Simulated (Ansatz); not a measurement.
A geometry of Cd away from equilibrium: the start of the relaxation of a generated cell, Cd placed in the AFLOW prototype A_oC8_64_f (A11, as in Ga). All values below come from r2SCAN (plane waves to 500 eV, PAW, scalar-relativistic; Ansatz, a first-principles code). Γ-centred k-mesh 8×8×7 on the run's cell (coarser than for final values), Fermi–Dirac smearing 0.05 eV.

```xyz
4
Lattice="2.3366 -3.9577 0.0000 2.3366 3.9577 0.0000 0.0000 0.0000 4.6742" Properties=species:S:1:pos:R:3:forces:R:3 pbc="T T T" free_energy=-33071.440 pressure_GPa=13.5
Cd     2.3366     1.2261     2.7157    0.0000    0.4171    0.1497
Cd     2.3366    -1.2261     1.9585    0.0000   -0.4171   -0.1497
Cd     2.3366    -2.7316     4.2956    0.0000    0.4171   -0.1497
Cd     2.3366     2.7316     0.3786    0.0000   -0.4171    0.1497
```

Positions in Å, forces in eV/Å, free energy of the cell in eV (comparable only within this code, potentials and settings). Largest force: 0.44 eV/Å, on Cd1, Cd2, Cd3, Cd4 (atoms numbered as listed); the geometry lies 0.31 eV/atom above the end of its relaxation.

No spin polarisation in the result.

The run could not lose the symmetry of its start, so the end can be a saddle point.

The end of the path is a generated cell of Cd: the first start was made by placing the elements on the sites of a structure type, and the end was not matched to a known phase here, so it may be hypothetical. Known forms of Cd include space group No. 194.
